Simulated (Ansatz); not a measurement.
AlPt3C:
```xyz
5
Lattice="4.1771 0.0000 0.0000 0.0000 4.1771 0.0000 0.0000 0.0000 4.1771" Properties=species:S:1:pos:R:3 pbc="T T T"
Al     0.0000     0.0000     0.0000
Pt     0.0000     2.0886     2.0886
Pt     2.0886     0.0000     2.0886
Pt     2.0886     2.0886     0.0000
C      2.0886     2.0886     2.0886
```

Relaxed with PBE. Special points in fractions of this cell's reciprocal vectors: Γ (0.000, 0.000, 0.000); X (0.000, 0.500, 0.000); M (0.500, 0.500, 0.000); R (0.500, 0.500, 0.500).

Task: List the band energies nearest the Fermi level at these points for PBE with spin–orbit coupling (plane waves, PAW; program Ansatz).

Result: In eV from the Fermi level; about four levels below and three above (degenerate sets whole), none deeper than 8.9 eV; points with the same levels are listed once.

```csv
k,below,above
Γ,-0.81 -0.81 -0.81 -0.81,0.80 0.80 1.20 1.20 1.20 1.20
X,-0.51 -0.51 -0.26 -0.26,1.04 1.04 2.97 2.97
M,-0.81 -0.81 -0.33 -0.33,0.93 0.93 1.97 1.97
R,-1.15 -1.15 -1.15 -1.15,0.92 0.92 0.96 0.96 0.96 0.96
```

Space group Pm-3m (anti-perovskite). The start of the workflow was typed in or built on a structure type; neither database checked (COD, Materials Project) lists it. Whether it is the stable phase at ambient conditions was not checked. The PBE relaxation kept the symmetry of its start; its stability against distortions is not shown here. The run is not spin-polarised. Its formation energy is positive at this level, so the cell may be metastable or incomplete.

Potentials: the later of the program's two PAW sets.
